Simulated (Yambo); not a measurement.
Yambo run on AgCl (space group Cmcm, No. 63). The wavefunctions come from this Quantum ESPRESSO step (PBEsol, PseudoDojo standard norm-conserving files, scalar-relativistic):

```
&CONTROL
  calculation = 'nscf'
  pseudo_dir = './pseudo'
  outdir = './out'
/
&SYSTEM
  ibrav = 0
  nat = 4
  ntyp = 2
  ecutwfc = 82.0
  ecutrho = 328.0
  occupations = 'fixed'
  force_symmorphic = .true.
  nbnd = 100
/
&ELECTRONS
  conv_thr = 4e-09
  diago_full_acc = .true.
  diago_thr_init = 1e-08
/
ATOMIC_SPECIES
Cl 35.4500 Cl.upf
Ag 107.8682 Ag.upf
CELL_PARAMETERS angstrom
  1.847133853000  -5.432617657000   0.000000000000
  1.847133853000   5.432617657000   0.000000000000
  0.000000000000   0.000000000000   3.844994980000
ATOMIC_POSITIONS crystal
Cl   0.864521305700   0.135478694300   0.250000000000
Cl   0.135478694300   0.864521305700   0.750000000000
Ag   0.398641456400   0.601358543600   0.750000000000
Ag   0.601358543600   0.398641456400   0.250000000000
K_POINTS automatic
4 4 4 0 0 0
```

Yambo input:

```
rim_cut
gw0
dyson
el_el_corr
HF_and_locXC
ppa
em1d
RandQpts= 1000000
RandGvec= 1 Ry
EXXRLvcs= 82 Ry
VXCRLvcs= 328 Ry
Chimod= "HARTREE"
% BndsRnXp
 9 | 99 |
%
NGsBlkXp= 6 Ry
% LongDrXp
 1.0 | 1.0 | 1.0 |
%
PPAPntXp= 27.2114 eV
% GbndRnge
 1 | 99 |
%
GTermKind= "BG"
DysSolver= "n"
ExtendOut
% QPkrange
 1 | 1 | 26 | 27 |
 3 | 3 | 26 | 27 |
 7 | 7 | 26 | 27 |
 9 | 9 | 26 | 27 |
 10 | 10 | 26 | 27 |
 19 | 19 | 26 | 27 |
 21 | 21 | 26 | 27 |
%
```

k points by index: 1 = Γ, 3 = (0, 0, -0.5), 7 = (0, -0.5, 0), 9 = (0, -0.5, -0.5), 10 = (0.25, 0.25, 0), 19 = (-0.5, -0.5, 0), 21 = (-0.5, -0.5, -0.5).

Resulting energies as the program prints them:

```
#    K-point    Band    Eo [eV]    E [eV]    E-Eo [eV]    Vxc [eV]    Vnlxc [eV]    Sc|Eo [eV]    Sc|E [eV]    dSc/dw|Eo [eV]    Re(Z)    Im(Z)
#
    1    26    -1.529106    -2.447455    -0.918349    -21.33169    -26.92450    4.429853    4.674462    -7.246656    0.789693    -0.001499
    1    27    0.337960    0.922076    0.584116    -12.99339    -9.127846    -3.156185    -3.281426    -5.833690    0.823461    -0.001080
    3    26    -0.119762    -0.898268    -0.778506    -20.76036    -25.50070    3.762907    3.961838    -6.952273    0.796499    -0.001259
    3    27    4.332948    5.040498    0.707550    -13.69064    -8.956395    -3.868258    -4.026692    -6.092936    0.817053    -0.282229E-3
    7    26    -0.015598    -0.812755    -0.797157    -21.05078    -25.88773    3.837156    4.039791    -6.916026    0.797345    -0.001242
    7    27    2.909072    3.528613    0.619542    -13.10791    -8.903162    -3.447691    -3.585211    -6.039179    0.818372    -0.001239
    9    26    -1.574324    -2.443773    -0.869449    -19.86545    -25.08114    4.115423    4.346248    -7.222904    0.790238    -0.001508
    9    27    2.731845    3.506895    0.775050    -13.69172    -9.180229    -3.570225    -3.736444    -5.835222    0.823423    -0.001025
    10    26    0.000000    -0.796220    -0.796220    -21.11086    -25.95142    3.841951    4.044339    -6.915725    0.797352    -0.001241
    10    27    2.769973    3.376264    0.606291    -12.37453    -8.113817    -3.523003    -3.654419    -5.897342    0.821878    -0.001118
    19    26    -1.474549    -2.364800    -0.890251    -22.48724    -28.15072    4.537535    4.773228    -7.203003    0.790696    -0.001368
    19    27    2.033473    2.653285    0.619812    -13.63713    -9.531617    -3.344844    -3.485705    -6.183369    0.814839    -0.001135
    21    26    -0.162609    -0.951996    -0.789387    -20.90459    -25.72624    3.830285    4.032262    -6.961407    0.796286    -0.001264
    21    27    3.406937    4.006068    0.599131    -11.32170    -6.811172    -3.786819    -3.911393    -5.656988    0.827888    -0.001100
```
(The two width columns are left out.) Convergence of these settings isn't established.

Spin-orbit coupling is not included.

Geometry relaxed with PBEsol.

This is not the ordinary phase of the substance; no match was found in the copy of COD used, and its stability was not checked.
